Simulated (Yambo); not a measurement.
# Bethe-Salpeter results for Rb$_{2}$LiScF$_{6}$

```xyz
10
Lattice="0.0000 4.2335 4.2335 4.2335 0.0000 4.2335 4.2335 4.2335 0.0000" Properties=species:S:1:pos:R:3 pbc="T T T"
Li     4.2335     4.2335     4.2335
F      4.2335     4.2335     2.0482
F      4.2335     4.2335     6.4189
F      2.0482     4.2335     4.2335
F      6.4189     4.2335     4.2335
F      4.2335     2.0482     4.2335
F      4.2335     6.4189     4.2335
Sc     0.0000     0.0000     0.0000
Rb     2.1168     2.1168     2.1168
Rb     6.3503     6.3503     6.3503
```

The geometry is that of Materials Project entry mp-1113703, symmetrised and not relaxed again.

BSE in Yambo on PBEsol (pw.x of Quantum ESPRESSO, ONCV potentials, without SOC) bands: 4×4×4 mesh, 18 valence and 11 conduction bands, static screening with 92 bands and a 3 Ry block, scissor 5.13 eV, Tamm-Dancoff; field along x.

| state | energy (eV) | states within 2 meV | relative strength | class | main transitions |
|---|---|---|---|---|---|
| 1 | 8.72 | 1 | < 0.01 | dark | several band pairs |
| 2 | 8.84 | 6 | < 0.01 | dark | several band pairs |
| 3 | 8.91 | 3 | < 0.01 | dark | several band pairs |
| 4 | 9.03 | 2 | < 0.01 | dark | several band pairs |
| 5 | 9.07 | 3 | < 0.01 | dark | several band pairs |
| 6 | 9.11 | 4 | 1.00 | strong | several band pairs |

These are vertical excitations (zero momentum). The direct quasiparticle gap on this mesh is 11.88 eV; counted from there, state 1 is bound by 3.16 eV. Convergence with the mesh was not shown.

Spin singlets only. Strengths are relative to the strongest of the lowest states of this run; strong means a line over 3 % of the spectrum's maximum, dark under 0.03 %. Absolute energies carry the error of the G0W0 scissor, whose convergence isn't established.

The structure is a Materials Project entry; no match was found in the copy of COD used, and its stability was not checked.
